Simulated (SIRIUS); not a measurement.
A self-consistent single point of SiC (P6_3mc, 8 atoms in the cell; from Materials Project mp-7140, changed as shown).

```yaml
crystal:
  lattice:
    - [3.01204, 0.00000, 0.00000]
    - [0.00000, 5.21701, 0.00000]
    - [0.00000, 0.00000, 4.94435]
  atoms:
    - { symbol: Si, position: [0.00000, 0.33333, 0.49960] }
    - { symbol: Si, position: [0.50000, 0.16667, 0.99960] }
    - { symbol: Si, position: [0.50000, 0.83333, 0.49960] }
    - { symbol: Si, position: [0.00000, 0.66667, 0.99960] }
    - { symbol: C, position: [0.00000, 0.33333, 0.87540] }
    - { symbol: C, position: [0.50000, 0.16667, 0.37540] }
    - { symbol: C, position: [0.50000, 0.83333, 0.87540] }
    - { symbol: C, position: [0.00000, 0.66667, 0.37540] }
```

Level of theory: LDA (PW92), GBRV LDA ultrasoft pseudopotentials (plane waves; SIRIUS).

SIRIUS settings:

| setting | value |
|---|---|
| parameters.ngridk | 12 6 8 |
| parameters.xc_functionals | [XC_LDA_X, XC_LDA_C_PW] |
| parameters.gk_cutoff | 6.325 1/bohr |
| parameters.pw_cutoff | 14.143 1/bohr |
| parameters.smearing | fermi_dirac |
| parameters.smearing_width | 0.00183747 Ha |
| potentials | GBRV LDA ultrasoft pseudopotentials |
| parameters.electronic_structure_method | pseudopotential |
| parameters.num_bands | 20 |
| parameters.num_mag_dims | 0 |
| parameters.num_dft_iter | 100 |
| parameters.energy_tol | 1e-07 Ha |
| parameters.density_tol | 1e-06 |
| mixer.type | anderson |
| mixer.beta | 0.7 |
| mixer.use_hartree | false |

Question: Estimate, at this level of theory: gap on the k-point mesh and pressure.

Answer: The run gave:

- Gap on the k-point mesh: 2.06 eV
- Pressure: 10.36 GPa

The gap is read on the k-point mesh of the run and can differ from the gap over the whole zone at this level.

For comparison: a first run was changed to give this one (lattice scaled by 0.98), and from it to this one the free energy rises by 10.9 meV/atom, the pressure goes from -4.26 to 10.36 GPa, the largest force goes from 0.002 to 0.010 eV/Å and the gap on the mesh goes from 2.165 to 2.058 eV.

The structure comes from a collection of computed structures, made at another level of theory; the collection holds predicted forms beside known ones.

Cost on one core: around 3 core-minutes (rough).
